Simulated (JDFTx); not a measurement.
Reference run:

```yaml
surface: Al(100)
bulk: Al, Fm-3m, lattice of mp-134 (not re-optimised)
slab: 5 atoms in 5 planes, 1x1, 8.1 Å between the outermost planes
in-plane cell: 2.856 × 2.856 Å, 8.16 Å²
cell_height: 24.1 Å
sampling: 8×8×1 k mesh, Fermi smearing 0.01 Ha, no spin polarisation
```

The reference is PBE, GBRV ultrasoft potentials, plane waves to 20/100 Ha; code: a modified build of JDFTx. Unrelaxed; liquid: linear PCM (GLSSA13), water, 1 M NaF. SHE scale: U = −μ/e − 4.44 V, by convention.

| slab thickness | work function (eV) | U_pzc (V) | mean C above U_pzc (μF/cm²) | k states × plane waves | cycles, vacuum run | rough core time, vacuum run |
|---|---|---|---|---|---|---|
| 2 atoms, 2.0 Å | … | … | 20 over 0.5 V | 15 × 4233 | 16 | 30 s |
| 3 atoms, 4.0 Å | 4.42 | -0.29 | 17 over 0.5 V | 15 × 4705 | 17 | 50 s |
| 4 atoms, 6.1 Å | 4.32 | -0.39 | 17 over 0.5 V | 15 × 5198 | 18 | 80 s |
| 5 atoms, 8.1 Å | 4.29 | -0.41 | 17 over 0.5 V | 15 × 5671 | 18 | 100 s |
| 6 atoms, 10.1 Å | 4.28 | -0.42 | 17 over 0.5 V | 15 × 6135 | 19 | 2 min |
| 7 atoms, 12.1 Å | 4.29 | -0.41 | 17 over 0.5 V | 15 × 6607 | 18 | 3 min |

### Question
Some entries are withheld; supply them.

### Answer

- 2 atoms, 2.0 Å, work function (eV): 4.48
- 2 atoms, 2.0 Å, U_pzc (V): -0.25

The times are rough (shared hosts); only ratios past two mean anything.
